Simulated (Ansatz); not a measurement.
# Cd under pressure: fit and missing row

Cd, P6_3/mmc, a = 2.962 Å, c = 5.797 Å. Ansatz: r2SCAN, PAW, 500 eV, Γ-centred 18×18×8 mesh on 2 atoms, Gaussian smearing 0.10 eV; no spin polarisation. Cell and atoms are relaxed at each pressure, and no other structure is tried, so the rows at high pressure may lie past a change of phase.

| V (Å³/atom) | P (GPa) |
| --- | --- |
| 15.794 | 39.99 |
| 17.483 | 20.01 |
| 19.048 | 10.01 |
| ? | 4.99 |
| 21.207 | 1.99 |
| 22.020 | 0.01 |
| 23.153 | -1.98 |

Q: Take V0 = 22.020 Å³/atom, count pressures from its P0 = 0.01 GPa, fit the third-order Birch–Murnaghan form to the other rows, and predict the missing volume.

A: With the Eulerian strain f = ½[(V0/V)^(2/3) − 1] and y = (P − P0)/[3f(1 + 2f)^(5/2)], the form is the line y = B0 + 1.5 B0 (B0′ − 4) f. Rows (f, y): 0.12400, 61.8; 0.08314, 54.6; 0.05074, 51.6; 0.01270, 48.8; -0.01645, 43.8. Means f = 0.05083, y = 52.120; Σ(Δf)² = 0.01238, ΣΔfΔy = 1.475; the slope is their ratio. y = 46.06 + 119.1 f GPa, so B0 = 46.1 GPa and B0′ = 4 + 2 × (119.1)/(3 × 46.06) = 5.72. P = 4.99 GPa is met at f = 0.02910 (y = 49.53), so V = V0 (1 + 2f)^(−3/2) = 20.229 Å³/atom. The run gave 20.119 Å³/atom, so the fit is 0.110 Å³/atom too high, 1.5 % of the span of the series, against an rms of 0.035 Å³/atom on the fitted rows. A fourth-order term fitted to the same rows gives P = 5.35 GPa at this row's volume (the line 5.39, the run 4.99), no gain.

The mesh isn't the same in all rows (18×18×8, 18×18×10).